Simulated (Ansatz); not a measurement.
Hf2S under pressure

These are results of Ansatz, DFT LDA, scalar-relativistic, plane waves, PAW, not measurements. Cutoff 420 eV, 12×12×4 k-points (Γ-centred), Fermi-Dirac smearing of 0.15 eV. No spin polarisation. Phonons by linear response, acoustic sum rule imposed.

Relaxed structure:
```cif
data_structure
_symmetry_space_group_name_H-M 'P 1'
_symmetry_Int_Tables_number 1
_cell_length_a 3.3128
_cell_length_b 3.3128
_cell_length_c 11.6063
_cell_angle_alpha 90.000
_cell_angle_beta 90.000
_cell_angle_gamma 120.000
_cell_volume 110.31
loop_
_atom_site_label
_atom_site_type_symbol
_atom_site_fract_x
_atom_site_fract_y
_atom_site_fract_z
_atom_site_occupancy
Hf1 Hf 0.66667 0.33333 0.89883 1
Hf2 Hf 0.33333 0.66667 0.39883 1
Hf3 Hf 0.66667 0.33333 0.60117 1
Hf4 Hf 0.33333 0.66667 0.10117 1
S1 S 0.00000 0.00000 0.75000 1
S2 S 0.00000 0.00000 0.25000 1
```

In a metal, frequencies and elastic constants depend on the k mesh and the smearing, soft modes and shear constants most. Spin–orbit coupling is left out, which matters for heavy elements. A semilocal functional can close a gap that the real compound has.

Task: The cell is relaxed again at 8 and 25 GPa. How do volume, gap and optical modes at Γ (cm⁻¹, counted from the lowest optical one; a degenerate one stands once) change?

Result:
```csv
,0 GPa,8 GPa,25 GPa
V/V0,1.000,0.952,0.876
gap (eV),0.00,0.00,0.00
mode 1,73,75,76
mode 3,84,90,98
mode 5,112,119,130
mode 7,118,126,141
mode 8,134,143,156
mode 9,153,165,188
mode 10,271,289,317
mode 12,278,295,322
mode 14,330,357,404
mode 15,330,359,406
```